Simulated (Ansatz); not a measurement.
HfB₂:
```yaml
crystal:
  lattice:
    - [3.12728, 0.00000, 0.00000]
    - [-1.56364, 2.70830, 0.00000]
    - [0.00000, 0.00000, 3.44685]
  atoms:
    - { symbol: Hf, position: [0.00000, 0.00000, 0.00000] }
    - { symbol: B, position: [0.33333, 0.66667, 0.50000] }
    - { symbol: B, position: [0.66667, 0.33333, 0.50000] }
```

Relaxed with PBEsol. Special points in fractions of this cell's reciprocal vectors: Γ (0.000, 0.000, 0.000); M (0.500, 0.000, 0.000); K (0.333, 0.333, 0.000); A (0.000, 0.000, 0.500); L (0.500, 0.000, 0.500); H (0.333, 0.333, 0.500).

Task: List the band energies nearest the Fermi level at these points for plane-wave PAW PBEsol with spin–orbit coupling (Ansatz code).

Result: In eV from the Fermi level; about four levels below and three above (degenerate sets whole), none deeper than 8.9 eV; points with the same levels are listed once.

| k | below | above |
|---|---|---|
| Γ | -2.94 -2.94 -2.68 -2.68 | 3.91 3.91 4.09 4.09 |
| M | -3.41 -3.41 -2.98 -2.98 | 2.22 2.22 2.73 2.73 |
| K | -2.65 -2.65 -2.58 -2.58 | 1.66 1.66 1.84 1.84 |
| A | -1.16 -1.16 -1.15 -1.15 | 0.13 0.13 0.24 0.24 |
| L | -4.80 -4.80 -2.66 -2.66 | 4.11 4.11 4.25 4.25 |
| H | -3.37 -3.37 -2.99 -2.99 | 4.57 4.57 5.43 5.43 |

Space group P6/mmm. The cell was relaxed with PBEsol under the symmetry of its start; of distortions, only those at the zone centre were tested. No spin polarisation was allowed.

Potentials: the later of the program's two PAW sets.
